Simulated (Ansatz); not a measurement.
**TiAl: pressure against volume, fitted**

```xyz
2
Lattice="2.8373 0.0000 0.0000 0.0000 2.8373 0.0000 0.0000 0.0000 4.0591" Properties=species:S:1:pos:R:3 pbc="T T T"
Ti    0.0000    0.0000    0.0000
Al    1.4186    1.4186    2.0295
```

Atom numbers follow the list: Ti1, Al2.

Conventional cell: a = 2.837 Å, b = 2.837 Å, c = 4.059 Å, α = 90.00°, β = 90.00°, γ = 90.00°. Around Ti (atom 1) lie 4 Ti at 2.84 Å and 8 Al at 2.85 Å. Al (atom 2) is surrounded by 4 Al at 2.84 Å and 8 Ti at 2.85 Å.

The cell comes from COD entry 1532769, which wasn't checked; take it as a given geometry.

Spin polarisation is left out, and whether a magnetic state lies lower isn't shown here.

Computed with Ansatz 0.2.0, DFT, PBEsol, all-electron LAPW, scalar-relativistic.

Numerical set-up: a Γ-centred 12×12×8 k mesh, Fermi–Dirac smearing of 0.05 eV, basis error target 1 meV/atom, no spin polarisation.

The cell is scaled evenly. Fractional coordinates are held (clamped ions).

```tsv
V (Å³/atom)	P (GPa)
15.358	3.36
15.685	0.66
16.012	-1.78
16.175	-2.90
16.338	-3.98
16.502	-5.00
16.665	-5.97
16.992	-7.76
```

(1) Fit a third-order Birch–Murnaghan curve to the pressures.

(2) Predict the pressure at the withheld volume, 17.319 Å³/atom.

## Answers

(1) P = (3B0/2)(y^(7/2) − y^(5/2))[1 + (3/4)(B0′ − 4)(y − 1)] with y = (V0/V)^(2/3) fits within 0.01 GPa for V0 = 15.770 Å³/atom, B0 = 120.5 GPa and B0′ = 3.94.

(2) There y = 0.9395, so the fit gives -9.38 GPa; the run gave -9.39 GPa.
